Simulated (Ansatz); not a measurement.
BC₅:
```xyz
6
Lattice="2.5516 0.0000 0.0000 -1.2758 2.2097 0.0000 0.0000 0.0000 6.3904" Properties=species:S:1:pos:R:3 pbc="T T T"
B      0.0000     0.0000     0.0241
C      0.0000     1.4732     0.7088
C      0.0000     1.4732     2.2119
C      1.2758     0.7366     2.7399
C      1.2758     0.7366     4.2943
C      0.0000     0.0000     4.7975
```

Relaxed with PBE. Special points in fractions of this cell's reciprocal vectors: Γ (0.000, 0.000, 0.000); M (0.500, 0.000, 0.000); K (0.333, 0.333, 0.000); A (0.000, 0.000, 0.500); L (0.500, 0.000, 0.500); H (0.333, 0.333, 0.500).

### Question
List the band energies nearest the Fermi level at these points for the program Ansatz at the PBE level (PAW).

### Answer
In eV from the Fermi level; about four levels below and three above (degenerate sets whole), none deeper than 8.9 eV; points with the same levels are listed once.

| k | below | above |
|---|---|---|
| Γ | -1.65 -1.65 -0.39 -0.39 | 0.93 2.54 2.54 |
| M | -3.86 -3.06 -2.79 -0.69 | 5.54 5.99 7.90 |
| K | -6.31 -3.78 -3.22 -2.32 | 6.82 7.27 7.97 |
| A | -1.71 -1.71 -0.18 -0.18 | 2.20 2.20 7.68 7.68 |
| L | -4.84 -3.46 -1.40 -0.27 | 5.93 7.14 8.61 |
| H | -5.19 -4.79 -4.78 -3.33 | 9.00 9.19 9.57 |

Space group P3m1. The start of the workflow was typed in or built on a structure type; the Crystallography Open Database copy checked does not list it. Whether it is the stable phase at ambient conditions was not checked. Symmetry was held in the PBE relaxation; whether a distortion lowers the energy is not shown. Its formation energy is positive at this level, so the cell may be metastable or incomplete.

Potentials: the later of the program's two PAW sets.
